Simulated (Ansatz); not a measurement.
CuC$_{6}$:
```
CELL_PARAMETERS angstrom
      0.00000     3.73015    -2.15700
      0.00000     3.73015     2.15700
      4.06643     0.00000     0.00000
ATOMIC_POSITIONS crystal
  C  0.03508 0.96492 0.00000
  C  0.03694 0.62459 0.00000
  C  0.37169 0.29587 0.00000
  C  0.37541 0.96306 0.00000
  C  0.70413 0.62831 0.00000
  C  0.69880 0.30120 0.00000
  Cu 0.09374 0.90626 0.50000
```

Relaxed with r²SCAN (plane waves, PAW; program Ansatz). Indices refer to the conventional cell of Amm2, a = 4.066 Å, b = 7.460 Å, c = 4.314 Å, α = 90.00°, β = 90.00°, γ = 90.00°.

### Question
Simulate the powder diffraction pattern (Cu Kα, λ = 1.54184 Å; lines above 1 %) up to 2θ = 90°.

### Answer
Simulated powder pattern, Cu Kα, λ = 1.54184 Å (kinematic, ideal powder, no thermal factors, no anomalous dispersion; the 30 strongest lines at most, above 1 %, up to 2θ = 90°):

```csv
2θ (°),d (Å),I/Imax (%),hkl
23.83,3.735,100,(011)
23.85,3.730,50,(020)
32.55,2.751,93,(111)
32.57,2.749,46,(120)
41.88,2.157,22,(002)
41.93,2.154,30,(031)
44.56,2.033,31,(200)
47.73,1.906,6.1,(102)
47.78,1.904,31,(131)
48.77,1.867,14,(022)
48.83,1.865,7.2,(040)
51.15,1.786,24,(211)
51.17,1.785,12,(220)
54.04,1.697,20,(122)
54.10,1.695,9.9,(140)
62.81,1.480,11,(202)
62.85,1.479,15,(231)
66.18,1.412,5.0,(013)
66.25,1.411,5.3,(042)
66.28,1.410,5.3,(051)
68.19,1.375,9.6,(222)
70.61,1.334,8.7,(113)
70.67,1.333,8.3,(142)
70.71,1.332,8.2,(151)
74.46,1.274,7.2,(311)
76.53,1.245,7.1,(033)
83.32,1.160,4.9,(213)
83.38,1.159,5.2,(242)
83.41,1.159,5.2,(251)
84.43,1.147,5.0,(331)
```

The start of the workflow was typed in or built on a structure type; neither database checked (COD, Materials Project) lists it. Whether it is the stable phase at ambient conditions was not checked. The cell was relaxed with r²SCAN under the symmetry of its start; its stability against distortions is not shown here. No spin polarisation was allowed. The volume moved by 16 % from the start of the relaxation. Its formation energy is positive at this level, so the cell may be metastable or incomplete.

Potentials: the earlier of the program's two PAW sets.
